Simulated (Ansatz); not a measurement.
TaS2 (CdI2 type, P-3m1) at seven volumes, LDA (plane waves, PAW; program Ansatz), shape and atoms relaxed at each. One row is withheld.

```
V (Å³/atom)  P (GPa)
-----------  -------
16.280          6.86
16.816          3.93
17.353          1.63
17.890          0.01
18.426         -1.17
18.963             ?
19.500         -2.20
```

**Question.** Fit the shown pressures and predict the withheld one.

**Answer.** P = (3/2)B₀(x^(7/2) − x^(5/2))[1 + (3/4)(B′ − 4)(x − 1)] with x = (V₀/V)^(2/3). Least squares on the six rows gives V₀ = 17.894 Å³/atom, B₀ = 44.5 GPa, B′ = 11.33. At V = 18.963, x = 0.9621 and P = -1.82 GPa. The run itself gave -1.88 GPa.

The LDA relaxation kept the symmetry of its start. The run is not spin-polarised. The volume moved by -17 % from the start of the relaxation. A crystal of weakly bound layers computed without a dispersion correction: the cell and the soft elastic constants depend strongly on that. Spin–orbit coupling is left out wherever it is not named.

Potentials: the later of the program's two PAW sets.
